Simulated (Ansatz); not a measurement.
MgCo₂O₄:
```yaml
crystal:
  lattice:
    - [0.00000, 4.04060, 4.04060]
    - [4.04060, 0.00000, 4.04060]
    - [4.04060, 4.04060, 0.00000]
  atoms:
    - { symbol: Mg, position: [0.50000, 0.50000, 0.50000] }
    - { symbol: Mg, position: [0.75000, 0.75000, 0.75000] }
    - { symbol: Co, position: [0.12500, 0.12500, 0.12500] }
    - { symbol: Co, position: [0.62500, 0.12500, 0.12500] }
    - { symbol: Co, position: [0.12500, 0.12500, 0.62500] }
    - { symbol: Co, position: [0.12500, 0.62500, 0.12500] }
    - { symbol: O, position: [0.88903, 0.88903, 0.88903] }
    - { symbol: O, position: [0.91709, 0.36097, 0.36097] }
    - { symbol: O, position: [0.88903, 0.88903, 0.33291] }
    - { symbol: O, position: [0.36097, 0.91709, 0.36097] }
    - { symbol: O, position: [0.33291, 0.88903, 0.88903] }
    - { symbol: O, position: [0.36097, 0.36097, 0.36097] }
    - { symbol: O, position: [0.88903, 0.33291, 0.88903] }
    - { symbol: O, position: [0.36097, 0.36097, 0.91709] }
```

Relaxed with r²SCAN. Special points in fractions of this cell's reciprocal vectors: Γ (0.000, 0.000, 0.000); X (0.500, 0.000, 0.500); U (0.625, 0.250, 0.625); K (0.375, 0.375, 0.750); L (0.500, 0.500, 0.500); W (0.500, 0.250, 0.750).

Question: List the band energies nearest the valence-band maximum at these points for the program Ansatz at the r²SCAN level (PAW).

Answer: In eV from the valence-band maximum; about four levels below and three above (degenerate sets whole), none deeper than 8.9 eV; points with the same levels are listed once.

```tsv
k	below	above
Γ	-0.56 -0.34 -0.34 -0.34	2.66 2.66 2.66
X	-0.20 -0.20 0.00 0.00	1.78 1.78 2.11 2.11
U	-0.28 -0.18 -0.10 -0.04	2.02 2.03 2.24 2.24
L	-0.40 -0.40 -0.40 -0.40 -0.12	2.39 2.39 2.43 2.43 2.43
W	-0.23 -0.23 -0.06 -0.06	2.08 2.08 2.21 2.21
```

Space group Fd-3m (spinel). The first step of the workflow began from a Materials Project structure, measured or hypothetical; the Crystallography Open Database copy checked does not list it. Its standing as an ambient phase is unchecked. Symmetry was held in the r²SCAN relaxation; its stability against distortions is not shown here. The run is not spin-polarised. No Hubbard U is applied.

Potentials: the later of the program's two PAW sets.
